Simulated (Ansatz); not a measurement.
Below is a relaxed structure of Bi2Se3. It was relaxed at this level from a cell as deposited in COD.

Theory: DFT PBE, scalar-relativistic, plane waves, PAW in Ansatz 0.2.0. Cutoff 420 eV, Γ-centred mesh, Gaussian smearing, no spin polarisation.

```
Bi Se
1.0
     2.09366    1.20877   10.43381
    -2.09366    1.20877   10.43381
     0.00000   -2.41755   10.43381
Bi Se
2 3
Direct
  0.39560 0.39560 0.39560
  0.60440 0.60440 0.60440
  0.00000 0.00000 0.00000
  0.22103 0.22103 0.22103
  0.77897 0.77897 0.77897
```

Formation energies are uncorrected and refer to the elements' standard structures at the same level.

(1) What space group does it have?

(2) What is its formation energy per atom?

(3) Is it a metal?

## Answers

(1) R-3m (No. 166), the tetradymite type. Conventional cell: a = 4.187 Å, c = 31.301 Å. Bi is surrounded by 3 Se at 2.88 Å and 3 Se at 3.11 Å; Se on a site of symmetry -3m has 6 Bi at 3.11 Å; Se on a site of symmetry 3m has 3 Bi at 2.88 Å.

(2) −0.391 eV/atom. Whether it is stable depends on the other phases of the system, which aren't compared here.

(3) No, the gap on the 6×6×6 mesh is 0.69 eV.

The last run used a 6×6×6 mesh for its 5-atom cell and Gaussian smearing of 0.02 eV. No dispersion correction is applied, so the spacing and binding between layers, chains or molecules are poorly described. Spin–orbit coupling, which can matter for Bi, is left out. Kohn–Sham gaps at this level usually fall short of measured ones. The missing spin–orbit coupling can work the other way here. The reference form of Se is held partly by dispersion forces, which this level lacks. Symmetry constrained the relaxation, so the result can be a saddle point.
